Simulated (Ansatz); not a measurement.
Si (diamond)

```
Si
1.0
    0.00000     2.71678     2.71678
    2.71678     0.00000     2.71678
    2.71678     2.71678     0.00000
Si
2
Direct
  0.50000   0.50000   0.50000
  0.75000   0.75000   0.75000
```

In this cell atom 1 (Si, nearest neighbour Si at 2.353 Å; its periodic images, 3.8 Å or more away, move with it) is moved by s along Cartesian x, unit vector (1.000, 0.000, 0.000); all other atoms and the cell stay fixed.

Method: PBEsol (plane waves to 420 eV, PAW, scalar-relativistic; Ansatz, a quantum-chemistry and plane-wave program). k mesh 9×9×9 (Γ-centred), Fermi-Dirac smearing 0.05 eV. Energies are smeared free energies. As the smearing reaches across the gap at some points, energies and forces of such displacements shift with the k mesh and the smearing. Si was relaxed with its symmetry unable to fall. The PAW data are Ansatz's earlier set. The zero of ΔE is the undisplaced structure. The last digit holds for this mesh only.

```
s (Å)   ΔE (meV/cell)
------  -------------
-0.710       withheld
-0.568         1761.8
-0.426         1067.4
-0.284          501.7
-0.142          131.4
0.000             0.0
0.142           131.4
0.284           501.7
0.426          1067.4
0.568          1761.8
0.710        withheld
```

Q: Fit an even polynomial form (powers 2, 4, 6) to the given rows and predict ΔE at s = -0.710.

A: Least squares on the 9 given rows: ΔE = (6534)·s² + (-3950)·s⁴ + (1936)·s⁶, in meV/cell with s in Å; root-mean-square residual 0.66 meV/cell. At -0.710 the fit gives 2538.0 meV/cell; the calculation gives 2499.7 meV/cell, so the extrapolation is off by 38.3 (+1.5 %). The quadratic term alone would give 3293.8 meV/cell.

(For displaced atoms, the force is minus the slope of the energy, and its curvature is a force constant, which sets phonon frequencies.)
